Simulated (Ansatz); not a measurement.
# HoHgF$_{4}$: computed properties

The calculation used Ansatz, DFT PBE, scalar-relativistic, plane waves, PAW, and for the lanthanide a 4f-in-core norm-conserving potential.

Plane waves to 690 eV, a k mesh through Γ of 10×10×10 on the computed 6-atom cell and Gaussian smearing (0.10 eV); no spin polarisation.

The structure is relaxed at this level of theory with its symmetry kept, and needn't be the ground state of this composition.

```cif
data_structure
_symmetry_space_group_name_H-M 'P 1'
_symmetry_Int_Tables_number 1
_cell_length_a 4.8399
_cell_length_b 4.8399
_cell_length_c 4.8399
_cell_angle_alpha 60.000
_cell_angle_beta 60.000
_cell_angle_gamma 60.000
_cell_volume 80.17
loop_
_atom_site_label
_atom_site_type_symbol
_atom_site_fract_x
_atom_site_fract_y
_atom_site_fract_z
_atom_site_occupancy
Ho1 Ho 0.00000 0.00000 0.00000 1
Hg1 Hg 0.25000 0.25000 0.25000 1
F1 F 0.62580 0.62580 0.12260 1
F2 F 0.62580 0.12260 0.62580 1
F3 F 0.12260 0.62580 0.62580 1
F4 F 0.62580 0.62580 0.62580 1
```

| Property | Result |
| --- | --- |
| Space group | F-43m (No. 216) |
| Volume per atom | 13.36 Å³ |
| Kohn–Sham band gap | none (metal) |
| Density of states at the Fermi level | 11.3 states/eV per cell |

Spin-orbit coupling is left out, which matters for the bands of heavy elements. Spin polarisation was left out, and a magnetic state may lie lower.

Another cell of HoHgF4 relaxed alike, in Cmmm, lies 1.33 eV/atom lower, so this cell isn't the stable form at this level.

The cell was found from a structure generator's guess, not taken from experiment.

The lanthanide is trivalent by construction, without f bands, f moments or other valences.
